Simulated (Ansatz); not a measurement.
**Ce3GaBr3 in Ansatz, settings compared**

Input:

```yaml
crystal:
  lattice:
    - [6.01770603, 0.0, 0.0]
    - [0.0, 6.01770603, 0.0]
    - [0.0, 0.0, 6.01770603]
  atoms:
    - { symbol: Ce, position: [0.5, 0.5, 0.0] }
    - { symbol: Ce, position: [0.0, 0.5, 0.5] }
    - { symbol: Ce, position: [0.5, 0.0, 0.5] }
    - { symbol: Ga, position: [0.5, 0.5, 0.5] }
    - { symbol: Br, position: [0.5, 0.0, 0.0] }
    - { symbol: Br, position: [0.0, 0.5, 0.0] }
    - { symbol: Br, position: [0.0, 0.0, 0.5] }
  symmetry: { tolerance: 0.0003 }
kpoints:
  mp_grid: { grid: [3, 3, 3], shift: [0, 0, 0] }
magnetization:
  spin_polarized: false
scf:
  occupations: { method: fermi_dirac }
hamiltonian:
  pseudopotentials: { kind: paw }
  xc: r2scan
basis:
  ecutwfc: 500
output:
  forces: true
  stress: true
  eigenvalues: true
```

The command:

```bash
ansatz run input.yaml --threads 1 --pin off --max-ram 2560MiB --backend cpu --events-out ev --progress --plain --runs-dir out
```

Origin of the cell: a database entry, scaled a little.

The smearing width isn't typed, so it takes its default of 0.1 eV.

Output of this run (shortened):

```
SCF iter   1: F=—  HF=-31960.305321 eV  Δρ=1.19e-1  dr2=3.79e1  dr2_τ=1.83e-1  defer=1
SCF iter   2: F=—  HF=-31956.556040 eV  Δρ=5.34e-2  dr2=5.71e0  dr2_τ=5.93e-1
SCF iter   3: F=—  HF=-31947.456809 eV  Δρ=1.21e-2  dr2=6.00e-1  dr2_τ=1.71e-2  defer=6
SCF iter   4: F=—  HF=-31947.554716 eV  Δρ=7.38e-3  dr2=1.09e-1  dr2_τ=3.36e-3
SCF iter   5: F=—  HF=-31947.496019 eV  Δρ=3.29e-3  dr2=2.20e-2  dr2_τ=1.17e-3
[… 3 lines left out …]
SCF iter   9: F=—  HF=-31947.518855 eV  Δρ=2.15e-4  dr2=6.71e-5  dr2_τ=2.50e-6
SCF iter  10: F=—  HF=-31947.518921 eV  Δρ=2.06e-4  dr2=6.47e-5  dr2_τ=7.78e-7
SCF iter  11: F=—  HF=-31947.518866 eV  Δρ=4.04e-5  dr2=2.55e-6  dr2_τ=6.97e-8
SCF iter  12: F=—  HF=-31947.518871 eV  Δρ=1.44e-5  dr2=5.00e-7  dr2_τ=4.13e-8
SCF iter  13: F=-31947.518871 eV  HF=-31947.518871 eV  Δρ=4.96e-6  dr2=5.34e-8  dr2_τ=5.24e-10
SCF 1 converged in 13 iterations: F = -31947.518871 eV  dr2 = 5.34e-8
SCF converged after 13 iterations
Free energy (F): -31947.518871 eV
Harris-Foulkes:  -31947.518871 eV  (|F-HF|=1.10e-8)
Internal energy: -31946.738017 eV  (E = F + TS)
E sigma→0 (E₀):  -31947.128444 eV
Entropy (-TS):   -0.780854 eV (-111.551 meV/atom)
Fermi energy:    9.384558 eV
--- Per-component energies (eV) ---
  E_band       = -281.023773
  E_kinetic    = 1623.489410
  E_local      = -4815.938938  (includes V_loc(G=0)·N_el)
  E_nonlocal   = 513.835018
  E_hartree    = 1938.542732
  E_xc         = -1470.294972
  E_vxc        = -1232.385403  (∫ρ·V_xc dr)
  E_paw        = -25301.983477  (= ΣΔE_a)
  E_vpaw       = -311.422246  (= ΣTr[D̂ρ^β])
  E_aug_tail   = -0.000044  (compensation charges beyond the density's cutoff)
  E_vtau       = 64.303447  (kinetic-family band-sum trace: ∫τ·v_τ [+ j·A + Jᵃ·Aᵃ] dr)
  E_ewald      = -4433.507223
  E_core_change = -0.880521  (= ΣΔE_core)
  E_smearing   = -0.780854  (= −TS)
  Σ components = -31947.518871   (vs F -31947.518871, Δ=0.00e0)
--- Forces (eV/Å), atoms counted from 1 ---
  atom   1  Ce    -0.000000     0.000000     0.000000
  atom   2  Ce     0.000000     0.000000     0.000000
  atom   3  Ce     0.000000    -0.000000     0.000000
  atom   4  Ga     0.000000     0.000000     0.000000
  atom   5  Br     0.000000    -0.000000    -0.000000
  atom   6  Br     0.000000     0.000000    -0.000000
  atom   7  Br     0.000000     0.000000    -0.000000
  max |Σ_I F_I| component: 0.0 eV/Å
--- Stress (GPa, compression-positive) ---
       -0.181211      -0.000000       0.000000
       -0.000000      -0.181211       0.000000
       -0.000000       0.000000      -0.181211
  P = ⅓ Tr σ = -0.1812 GPa (-1.812 kbar)
```

The same input was run again with these changes:

1. `kpoints.mp_grid.grid` [3, 3, 3] → [2, 2, 2]; `basis.ecutrho_ratio` default → 8
2. `hamiltonian.pseudopotentials` { kind: paw } → { kind: paw, source: jth }; `scf.mixing.preconditioner` default → local_kerker; `basis.ecutwfc` 500 → "500 eV"
3. `scf.max_iter` default → 3

```json
{"run": "base", "end": "converged", "SCF iterations": "13", "P (GPa)": "-0.18", "max force component (eV/Å)": "0.000", "moment (μB)": "–", "ΔE(σ→0) (meV/atom)": "0"}
{"run": "1", "end": "converged", "SCF iterations": "14", "P (GPa)": "-0.17", "max force component (eV/Å)": "0.000", "moment (μB)": "–", "ΔE(σ→0) (meV/atom)": "-15.09"}
{"run": "2", "end": "converged", "SCF iterations": "13", "P (GPa)": "0.01", "max force component (eV/Å)": "0.000", "moment (μB)": "–", "ΔE(σ→0) (meV/atom)": "–"}
{"run": "3", "end": "SCF not converged", "SCF iterations": "3", "P (GPa)": "–", "max force component (eV/Å)": "–", "moment (μB)": "–", "ΔE(σ→0) (meV/atom)": "–"}
```

Energies are compared only where functional, datasets, charge and starting cell are the same.

Not properties of the system: run 1 (too coarse or loose: `kpoints.mp_grid.grid` = [2, 2, 2]).

Caveats of the base run: f shells without a U or exact exchange are poorly placed; no spin polarisation, so a magnetic state may lie lower; no spin-orbit coupling, though heavy elements are present; the k mesh is coarse if the cell is a metal.

Run 2: the cutoff lies below the datasets' advice.

The base run took 25 s on 1 thread of Intel(R) Xeon(R) 6975P-C (Granite Rapids), on a shared host, peak memory 0.82 GiB, from the program's own first density.
